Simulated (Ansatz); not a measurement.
## Vibrational response of Cu3Pd

The calculation used DFT PBEsol, scalar-relativistic, plane waves, PAW (Ansatz 0.2.0). Plane waves to 420 eV; Γ-centred k mesh 12×12×12; Fermi-Dirac smearing of 0.15 eV. No spin polarisation. Phonons by linear response, acoustic sum rule imposed.

Equilibrium structure at this level:
```
Cu Pd
1.0
     3.65500    0.00000    0.00000
     0.00000    3.65500    0.00000
     0.00000    0.00000    3.65485
Cu Pd
3 1
Direct
  0.00000 0.50000 0.50000
  0.50000 0.00000 0.50000
  0.50000 0.50000 0.00000
  0.00000 0.00000 0.00000
```

In a metal, frequencies and elastic constants depend on the k mesh and the smearing, soft modes and shear constants most.

Optical modes at Γ; i marks an imaginary frequency:
```json
{"frequency (cm⁻¹)": "152", "degeneracy": "3"}
{"frequency (cm⁻¹)": "184", "degeneracy": "3"}
{"frequency (cm⁻¹)": "250", "degeneracy": "3"}
```

All 9 optical modes at Γ are real: no displacement of atoms at fixed cell lowers the energy to second order. Strains and modes at other wave vectors aren't tested by this run.

Cost: 1 run of about 12 core-minutes, on Arm Neoverse V2 (shared hosts).